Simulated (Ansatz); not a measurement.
An Ansatz (a first-principles code) run. Input:

Ansatz 0.2 input:
```yaml
crystal:
  lattice:
    - [-1.4479909397, 1.4479909397, 1.3689373964]
    - [1.4479909397, -1.4479909397, 1.3689373964]
    - [1.4479909397, 1.4479909397, -1.3689373964]
  atoms:
    - { symbol: Cu, position: [0.0, 0.0, 0.0] }
kpoints:
  mp_grid: { grid: [36, 36, 36] }
hamiltonian:
  xc: r2scan
  pseudopotentials: { kind: paw }
scf:
  occupations: { method: fermi_dirac, width: 0.1 }
elastic: { mode: relaxed_ion, stencil: two_point, amplitude: 0.005, f_tol: 0.0005 }
```

Output (shortened):

```
Pseudopotential: Cu, paw, valence charge 19
Functional definition: r2SCAN
Crystal: 1 atoms, lattice volume = 11.481 Å³
Basis set: ecut = 500 eV, 297 PW (Γ), exchange–correlation on 72×72×72 points (64 copies of the dense FFT grid, shifted against one another)
Bands: 14, of which v1, the nominal top of the filled ones, is band 10 counted from 1 (9 counted from 0)
Symmetry: 16 space group operations
Space group: I4/mmm (ITA 139), of the structure as read, at distance tolerance 2.3e-5 Å
k-points: 3349 of 46656
SCF 1 converged in 9 iterations: F = -6631.207427 eV  dr2 = 1.01e-15
Crystal: 1 atoms, lattice volume = 11.481 Å³
SCF 2 converged in 2 iterations: F = -6631.207427 eV  dr2 = 3.26e-15
Crystal: 1 atoms, lattice volume = 11.423 Å³
Symmetry: 8 space group operations
k-points: 6346 of 46656
SCF 3 converged in 10 iterations: F = -6631.207296 eV  dr2 = 2.66e-14
Crystal: 1 atoms, lattice volume = 11.538 Å³
Basis set: ecut = 500 eV, 305 PW (Γ), exchange–correlation on 72×72×72 points (64 copies of the dense FFT grid, shifted against one another)
SCF 4 converged in 8 iterations: F = -6631.207290 eV  dr2 = 1.57e-14
Crystal: 1 atoms, lattice volume = 11.423 Å³
SCF 5 converged in 10 iterations: F = -6631.207221 eV  dr2 = 3.20e-14
Crystal: 1 atoms, lattice volume = 11.538 Å³
Basis set: ecut = 500 eV, 313 PW (Γ), exchange–correlation on 72×72×72 points (64 copies of the dense FFT grid, shifted against one another)
SCF 6 converged in 8 iterations: F = -6631.207316 eV  dr2 = 8.03e-14
Crystal: 1 atoms, lattice volume = 11.481 Å³
Symmetry: 4 space group operations
k-points: 12008 of 46656
SCF 7 converged in 8 iterations: F = -6631.207335 eV  dr2 = 5.77e-14
Crystal: 1 atoms, lattice volume = 11.481 Å³
SCF 8 converged in 8 iterations: F = -6631.207335 eV  dr2 = 2.74e-14
Crystal: 1 atoms, lattice volume = 11.481 Å³
SCF 9 converged in 8 iterations: F = -6631.207320 eV  dr2 = 3.39e-14
Crystal: 1 atoms, lattice volume = 11.481 Å³
SCF 10 converged in 8 iterations: F = -6631.207320 eV  dr2 = 2.22e-14
SCF converged after 2 iterations
Free energy (F): -6631.207427 eV
Harris-Foulkes:  -6631.207427 eV  (|F-HF|=9.09e-13)
Internal energy: -6631.197462 eV  (E = F + TS)
E sigma→0 (E₀):  -6631.202445 eV
Entropy (-TS):   -0.009965 eV (-9.965 meV/atom)
Fermi energy:    17.174347 eV
--- Per-component energies (eV) ---
  E_band       = -376.128838
  E_kinetic    = 299.977305
  E_local      = -4008.819717  (includes V_loc(G=0)·N_el)
  E_nonlocal   = 395.588096
  E_hartree    = 1772.182473
  E_xc         = -83.881929
  E_vxc        = -124.791296  (∫ρ·V_xc dr)
  E_paw        = -1678.292517  (= ΣΔE_a)
  E_vpaw       = -491.429523  (= ΣTr[D̂ρ^β])
  E_aug_tail   = 0.000157  (compensation charges beyond the density's cutoff)
  E_vtau       = 8.981198  (kinetic-family band-sum trace: ∫τ·v_τ [+ j·A + Jᵃ·Aᵃ] dr)
  E_ewald      = -3327.650223
  E_core_change = -0.301108  (= ΣΔE_core)
  E_smearing   = -0.009965  (= −TS)
  E_closure    = 0.000000  (closes the sum)
  Σ components = -6631.207427   (vs F -6631.207427, Δ=0.00e0)
--- Forces (eV/Å), atoms counted from 1 ---
  atom   1  Cu     0.00000000     0.00000000     0.00000000
  max |Σ_I F_I| component: 0.0 eV/Å
--- Stress (GPa, compression-positive) ---
       -0.012387       0.000000       0.000000
        0.000000      -0.012387       0.000000
        0.000000       0.000000       0.124520
  P = ⅓ Tr σ = 0.0332 GPa (0.332 kbar)
--- Band table (eV; the first three rows and the last of 3349) ---
  k-point 0: bands = ["-99.3390", "-55.0942", "-55.0895", "-55.0895", "7.2229", "13.7464", "13.9798", "13.9798", "14.8143", "15.0585", "42.8724", "42.8724", "44.4978", "47.0058"]
  k-point 1: bands = ["-99.3389", "-55.0945", "-55.0905", "-55.0895", "7.2534", "13.7471", "13.9746", "13.9914", "14.8081", "15.0578", "42.3777", "42.8698", "44.4119", "46.3846"]
  k-point 2: bands = ["-99.3385", "-55.0955", "-55.0934", "-55.0894", "7.3448", "13.7489", "13.9593", "14.0261", "14.7903", "15.0555", "41.2207", "42.8400", "44.1807", "45.7881"]
  k-point 3348: bands = ["-99.3080", "-55.1891", "-55.1891", "-55.1798", "12.1646", "12.2269", "15.5494", "15.5494", "15.6173", "25.1705", "25.1705", "27.4609", "30.7890", "31.5575"]
--- Elastic constants: 4 strain directions × 2 members + reference (group order 16) ---
  dense FFT box of the reference and of every strained cell: 18×18×18
  strains applied: 11, 33, 23, 12; error gains …
  C = ∂σ_k/∂η_j (tension-positive GPa; Voigt order 11 22 33 23 13 12):
       149.511    172.562    156.478      0.000      0.000      0.000
       172.562    149.511    156.478      0.000      0.000      0.000
       156.625    156.625    177.121      0.000      0.000      0.000
         0.000      0.000      0.000    102.278      0.000      0.000
         0.000      0.000      0.000      0.000    102.278      0.000
         0.000      0.000      0.000      0.000      0.000    119.717
  reference stress σ⁰ (GPa):      0.012      0.012     -0.125      0.000      0.000      0.000
  moduli (Voigt/Reuss/Hill, GPa): K = 160.83/160.23/160.53   G = 64.22/81.52/72.87   E = 189.88   ν = 0.303
  mechanically stable: NO (min eigenvalue of sym C = -23.05 GPa)
  strain η (Voigt 11):  stress-route row diagonal C_11 = 149.51 GPa, energy-path curvature d²(F+E_count+ΔE)/dδ²/Ω₀ = 149.51 GPa
         δ    σ_11 (GPa)             F (eV)   n_scf  n_hpsi   n_pw
    -5.000e-3      -0.7483       -6631.2072960      10  1987134    305   relax 0 steps, max|allowed force component| 0.00e0 eV/Å
     5.000e-3       0.7468       -6631.2072903       8  1821961    309   relax 0 steps, max|allowed force component| 0.00e0 eV/Å
  strain η (Voigt 33):  stress-route row diagonal C_33 = 177.12 GPa, energy-path curvature d²(F+E_count+ΔE)/dδ²/Ω₀ = 177.14 GPa
         δ    σ_33 (GPa)             F (eV)   n_scf  n_hpsi   n_pw
    -5.000e-3      -1.0313       -6631.2072209      10  1058741    305   relax 0 steps, max|allowed force component| 0.00e0 eV/Å
     5.000e-3       0.7399       -6631.2073157       8  899624    313   relax 0 steps, max|allowed force component| 0.00e0 eV/Å
  strain η (Voigt 23):  stress-route row diagonal C_44 = 102.28 GPa, energy-path curvature d²(F+E_count+ΔE)/dδ²/Ω₀ = 102.33 GPa
         δ    σ_23 (GPa)             F (eV)   n_scf  n_hpsi   n_pw
    -5.000e-3      -0.5114       -6631.2073353       8  3311013    307   relax 0 steps, max|allowed force component| 0.00e0 eV/Å
     5.000e-3       0.5114       -6631.2073353       8  3170464    307   relax 0 steps, max|allowed force component| 0.00e0 eV/Å
  strain η (Voigt 12):  stress-route row diagonal C_66 = 119.72 GPa, energy-path curvature d²(F+E_count+ΔE)/dδ²/Ω₀ = 119.73 GPa
         δ    σ_12 (GPa)             F (eV)   n_scf  n_hpsi   n_pw
    -5.000e-3      -0.5986       -6631.2073199       8  1753287    309   relax 0 steps, max|allowed force component| 0.00e0 eV/Å
     5.000e-3       0.5986       -6631.2073199       8  1806300    309   relax 0 steps, max|allowed force component| 0.00e0 eV/Å
```

Cost: about 30 core-minutes (a rough figure) on shared cores.

The workflow started from a Materials Project entry (that database holds measured and hypothetical structures alike); the Crystallography Open Database copy checked does not list it. It is not the phase usual at ambient conditions (space group No. 225). The cell was relaxed with r²SCAN under the symmetry of its start. At this level the phase is mechanically unstable. No spin polarisation was allowed. As this level gives no gap, shear constants depend on the k-mesh and smearing (Fermi–Dirac, 0.1 eV here). Axis ratios of metals converge slowly with the k-mesh, so a and c are less sure than the volume.

Potentials: the later of the program's two PAW sets.

Ansatz is a plane-wave DFT program.
